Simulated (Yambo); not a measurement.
G0W0@LDA for Ba2CaTeO6 (space group Fm-3m, No. 225) in Yambo. Reference settings: 2×2×2 Γ-centred k mesh, 296 bands and a 8 Ry block in the screening, 296 bands in G with the Bruneval-Gonze terminator, plasmon pole fitted at 27.2 eV. The LDA gap Γ → Γ on this mesh is 2.85 eV; G0W0 gaps are taken between the same points.

The settings were changed. The gap went from 4.67 eV to 4.69 eV, and the shift of the valence edge from -0.80 eV to -0.71 eV.

Problem. Name the change that produced these shifts.
A) 79 bands in W, 79 bands in G, 2 Ry block
B) 1×1×1 mesh
C) 79 bands in W, 79 bands in G, 3 Ry block
D) wavefunctions cut at 20 Ry

Solution. D, wavefunctions cut at 20 Ry. The others gave (gap, valence shift): 1×1×1 mesh: 4.49, -0.67 eV; 79 bands in W, 79 bands in G, 2 Ry block: 5.39, -0.85 eV; 79 bands in W, 79 bands in G, 3 Ry block: 5.26, -0.66 eV.

The standard potential for Te keeps a d shell in the valence without the s and p states of that shell. In tests on such compounds this moved G0W0 gaps by up to about 0.9 eV, so absolute quasiparticle energies here are unreliable; differences between settings are what counts.

Spin-orbit coupling is not included.

Geometry of the Materials Project entry, not relaxed at this level; primitive cell a = b = c = 6.017 Å, α = β = γ = 60.00°.

A shift is the quasiparticle energy of the state minus its LDA energy.
